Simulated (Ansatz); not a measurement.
According to DFT-r²SCAN in the program Ansatz with PAW potentials, LiNbO3 in the trigonal phase (R3c; Li on 6a, Nb on 6a, O on 18b) relaxes to a = 5.137 Å, c = 13.886 Å. Its formation energy from the elements is -2.77 eV/atom, with no fitted shifts.

It is gapped at this level: 4.00 eV (indirect). HSE06 on the same cell gives 5.04 eV. Gap from r²SCAN with spin–orbit coupling: 3.96 eV. Electrons at the band edge weigh 0.64, 1.0, 7.9 mₑ (principal values).

The bulk modulus is 112 GPa. Bader charges are Li +0.91, Nb +2.87, O -1.26 e.

Symmetry was held in the r²SCAN relaxation. The run is not spin-polarised. The references are the lowest solids computed at this level, not always the standard phases (solids in place of the gases). Spin–orbit coupling is left out wherever it is not named.

Potentials: the later of the program's two PAW sets.
